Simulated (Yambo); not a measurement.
Absorption of LiC (space group Immm, No. 71) under isotropic strain of -0.7 % on all lattice vectors with and without the electron-hole interaction (Yambo, PBEsol bands; 8×8×8 mesh, 4 valence and 2 conduction bands, static screening with 23 bands and a 4 Ry block, scissor 2.32 eV, Tamm-Dancoff; field along x). Axes are Cartesian, with cell vectors (Å) (-1.77, 2.39, 2.63), (1.77, -2.39, 2.63), (1.77, 2.39, -2.63).

```json
[
 {"E (eV)": "3.85", "Im ε, BSE": "0.05", "Im ε, independent quasiparticles": "0.02"},
 {"E (eV)": "3.95", "Im ε, BSE": "0.05", "Im ε, independent quasiparticles": "0.02"},
 {"E (eV)": "4.05", "Im ε, BSE": "0.05", "Im ε, independent quasiparticles": "0.03"},
 {"E (eV)": "4.15", "Im ε, BSE": "0.06", "Im ε, independent quasiparticles": "0.03"},
 {"E (eV)": "4.25", "Im ε, BSE": "0.06", "Im ε, independent quasiparticles": "0.03"},
 {"E (eV)": "4.35", "Im ε, BSE": "0.07", "Im ε, independent quasiparticles": "0.03"},
 {"E (eV)": "4.45", "Im ε, BSE": "0.07", "Im ε, independent quasiparticles": "0.03"},
 {"E (eV)": "4.55", "Im ε, BSE": "0.08", "Im ε, independent quasiparticles": "0.03"},
 {"E (eV)": "4.65", "Im ε, BSE": "0.09", "Im ε, independent quasiparticles": "0.04"},
 {"E (eV)": "4.75", "Im ε, BSE": "0.10", "Im ε, independent quasiparticles": "0.04"},
 {"E (eV)": "4.85", "Im ε, BSE": "0.11", "Im ε, independent quasiparticles": "0.04"},
 {"E (eV)": "4.95", "Im ε, BSE": "0.13", "Im ε, independent quasiparticles": "0.04"},
 {"E (eV)": "5.05", "Im ε, BSE": "0.15", "Im ε, independent quasiparticles": "0.05"},
 {"E (eV)": "5.15", "Im ε, BSE": "0.18", "Im ε, independent quasiparticles": "0.05"},
 {"E (eV)": "5.25", "Im ε, BSE": "0.22", "Im ε, independent quasiparticles": "0.05"},
 {"E (eV)": "5.35", "Im ε, BSE": "0.28", "Im ε, independent quasiparticles": "0.06"},
 {"E (eV)": "5.45", "Im ε, BSE": "0.40", "Im ε, independent quasiparticles": "0.07"},
 {"E (eV)": "5.55", "Im ε, BSE": "0.62", "Im ε, independent quasiparticles": "0.07"},
 {"E (eV)": "5.65", "Im ε, BSE": "1.02", "Im ε, independent quasiparticles": "0.09"},
 {"E (eV)": "5.75", "Im ε, BSE": "1.23", "Im ε, independent quasiparticles": "0.10"},
 {"E (eV)": "5.85", "Im ε, BSE": "1.07", "Im ε, independent quasiparticles": "0.12"},
 {"E (eV)": "5.95", "Im ε, BSE": "1.02", "Im ε, independent quasiparticles": "0.16"},
 {"E (eV)": "6.05", "Im ε, BSE": "1.03", "Im ε, independent quasiparticles": "0.23"},
 {"E (eV)": "6.15", "Im ε, BSE": "1.11", "Im ε, independent quasiparticles": "0.34"},
 {"E (eV)": "6.25", "Im ε, BSE": "1.38", "Im ε, independent quasiparticles": "0.42"},
 {"E (eV)": "6.35", "Im ε, BSE": "1.77", "Im ε, independent quasiparticles": "0.46"},
 {"E (eV)": "6.45", "Im ε, BSE": "2.00", "Im ε, independent quasiparticles": "0.47"},
 {"E (eV)": "6.55", "Im ε, BSE": "2.12", "Im ε, independent quasiparticles": "0.47"},
 {"E (eV)": "6.65", "Im ε, BSE": "2.49", "Im ε, independent quasiparticles": "0.50"},
 {"E (eV)": "6.75", "Im ε, BSE": "3.11", "Im ε, independent quasiparticles": "0.59"},
 {"E (eV)": "6.85", "Im ε, BSE": "4.12", "Im ε, independent quasiparticles": "0.72"},
 {"E (eV)": "6.95", "Im ε, BSE": "4.73", "Im ε, independent quasiparticles": "0.81"},
 {"E (eV)": "7.05", "Im ε, BSE": "4.42", "Im ε, independent quasiparticles": "0.93"},
 {"E (eV)": "7.15", "Im ε, BSE": "3.86", "Im ε, independent quasiparticles": "0.89"},
 {"E (eV)": "7.25", "Im ε, BSE": "3.37", "Im ε, independent quasiparticles": "0.78"},
 {"E (eV)": "7.35", "Im ε, BSE": "3.30", "Im ε, independent quasiparticles": "0.78"},
 {"E (eV)": "7.45", "Im ε, BSE": "3.28", "Im ε, independent quasiparticles": "0.90"},
 {"E (eV)": "7.55", "Im ε, BSE": "3.54", "Im ε, independent quasiparticles": "1.06"},
 {"E (eV)": "7.65", "Im ε, BSE": "4.04", "Im ε, independent quasiparticles": "1.22"},
 {"E (eV)": "7.75", "Im ε, BSE": "4.42", "Im ε, independent quasiparticles": "1.46"},
 {"E (eV)": "7.85", "Im ε, BSE": "4.01", "Im ε, independent quasiparticles": "1.72"},
 {"E (eV)": "7.95", "Im ε, BSE": "3.31", "Im ε, independent quasiparticles": "1.99"},
 {"E (eV)": "8.05", "Im ε, BSE": "3.24", "Im ε, independent quasiparticles": "2.40"},
 {"E (eV)": "8.15", "Im ε, BSE": "3.36", "Im ε, independent quasiparticles": "2.81"},
 {"E (eV)": "8.25", "Im ε, BSE": "3.50", "Im ε, independent quasiparticles": "3.09"},
 {"E (eV)": "8.35", "Im ε, BSE": "3.44", "Im ε, independent quasiparticles": "3.20"},
 {"E (eV)": "8.45", "Im ε, BSE": "3.22", "Im ε, independent quasiparticles": "3.29"},
 {"E (eV)": "8.55", "Im ε, BSE": "2.44", "Im ε, independent quasiparticles": "3.38"},
 {"E (eV)": "8.65", "Im ε, BSE": "2.02", "Im ε, independent quasiparticles": "3.29"},
 {"E (eV)": "8.75", "Im ε, BSE": "1.77", "Im ε, independent quasiparticles": "3.26"},
 {"E (eV)": "8.85", "Im ε, BSE": "1.66", "Im ε, independent quasiparticles": "3.42"},
 {"E (eV)": "8.95", "Im ε, BSE": "1.49", "Im ε, independent quasiparticles": "3.53"},
 {"E (eV)": "9.05", "Im ε, BSE": "1.35", "Im ε, independent quasiparticles": "3.71"},
 {"E (eV)": "9.15", "Im ε, BSE": "1.30", "Im ε, independent quasiparticles": "3.90"},
 {"E (eV)": "9.25", "Im ε, BSE": "1.25", "Im ε, independent quasiparticles": "4.21"},
 {"E (eV)": "9.35", "Im ε, BSE": "1.21", "Im ε, independent quasiparticles": "4.57"},
 {"E (eV)": "9.45", "Im ε, BSE": "1.11", "Im ε, independent quasiparticles": "4.43"},
 {"E (eV)": "9.55", "Im ε, BSE": "1.07", "Im ε, independent quasiparticles": "3.94"},
 {"E (eV)": "9.65", "Im ε, BSE": "1.03", "Im ε, independent quasiparticles": "3.62"},
 {"E (eV)": "9.75", "Im ε, BSE": "1.08", "Im ε, independent quasiparticles": "3.30"}
]
```

The scissor comes from a G0W0 run whose convergence isn't established. Broadening 0.15 eV. The band window holds all transitions up to 9.8 eV. Fine structure above the onset can come from the mesh.

Geometry strained from the cell relaxed with PBEsol, atoms relaxed again; primitive cell a = b = c = 3.972 Å, α = 126.93°, β = 106.14°, γ = 96.95°.
